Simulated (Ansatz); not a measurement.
The elements of this relaxed trial crystal are hidden behind letters.

```
lattice vectors (Å)
  -3.1198    3.1198    3.1198
   3.1198   -3.1198    3.1198
   3.1198    3.1198   -3.1198
fractional positions
X 0.5000 0.5000 0.5000
X 0.5000 0.0000 0.0000
X 0.0000 0.0000 0.5000
X 0.0000 0.5000 0.0000
Z 0.0000 0.0000 0.0000
```

Computed with DFT PBE, scalar-relativistic, plane waves, PAW in Ansatz 0.2.0. Plane waves to 420 eV, an 8×8×8 mesh through Γ for the 5-atom cell and 0.10 eV Gaussian smearing; no spin polarisation.

| Quantity | Value |
| --- | --- |
| Space group | Im-3m (No. 229) |
| Conventional cell | a = 6.240 Å |
| Volume per atom | 24.29 Å³ |
| Density | 6.50 g/cm³ |
| Formation energy | −0.13 eV/atom |
| Gap on the 8×8×8 mesh of the 5-atom cell | 0 eV (a metal) |

Energies are uncorrected and count from the elements' standard states at the same level.

Q: X is a p-block element of period 5 and Z is a p-block element of period 2. Which elements are they?

A: X = In, Z = O, so the formula is In4O. Density times volume gives a mean mass of 6.50 × 24.29/1.6605 = 95.1 u per atom, and this set has 95.1 u. Among the elements that the hints allow, noble gases aside, only these give it. In has 2 O at 2.70 Å and 6 In at 3.12 Å; O has 8 In at 2.70 Å.

Symmetry constrained the relaxation, so the result can be a saddle point. Another cell of In4O relaxed alike, in I-43m, lies 167 meV/atom lower, so this cell isn't the stable form at this level.
